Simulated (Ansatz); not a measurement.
# P: computed DOS

```cif
data_structure
_symmetry_space_group_name_H-M 'Cmce'
_symmetry_Int_Tables_number 64
_cell_length_a 3.3100
_cell_length_b 10.5000
_cell_length_c 4.3800
_cell_angle_alpha 90.000
_cell_angle_beta 90.000
_cell_angle_gamma 90.000
_cell_volume 152.23
loop_
_atom_site_label
_atom_site_type_symbol
_atom_site_symmetry_multiplicity
_atom_site_Wyckoff_symbol
_atom_site_fract_x
_atom_site_fract_y
_atom_site_fract_z
_atom_site_occupancy
P1 P 8 f 0.00000 0.90200 0.91000 1
```

The runs use the primitive cell with vectors (1.655, -5.250, 0.000), (1.655, 5.250, 0.000), (0.000, 0.000, 4.380) Å, to which the k mesh refers.

The cell comes from COD entry 1010325, which wasn't checked; take it as a given geometry. It is an old determination, and later ones may differ.

Level of theory: Ansatz 0.2.0, DFT, PBE, all-electron LAPW, scalar-relativistic.

Numerical set-up: a Γ-centred 13×13×9 k mesh, Fermi–Dirac smearing of 0.05 eV, basis error target 1 meV/atom, no spin polarisation.

States per eV and cell, averaged over 0.4 eV, from -9.8 to 2.0 eV, with energies (bin centres) from the Fermi level; empty bins are left out. 

```tsv
E (eV)	total
-9.7	0.93
-9.3	0.72
-8.9	0.68
-8.5	0.56
-8.1	0.50
-7.7	0.46
-7.3	0.86
-6.9	1.61
-6.5	2.10
-6.1	2.61
-5.7	1.48
-5.3	1.56
-4.9	1.87
-4.5	2.44
-4.1	2.52
-3.7	2.51
-3.3	1.49
-2.9	1.40
-2.5	2.05
-2.1	2.74
-1.7	2.08
-1.3	1.16
-0.9	0.33
-0.5	0.14
-0.1	0.03
0.3	0.47
0.7	2.03
1.1	2.35
1.5	2.93
1.9	3.17
```
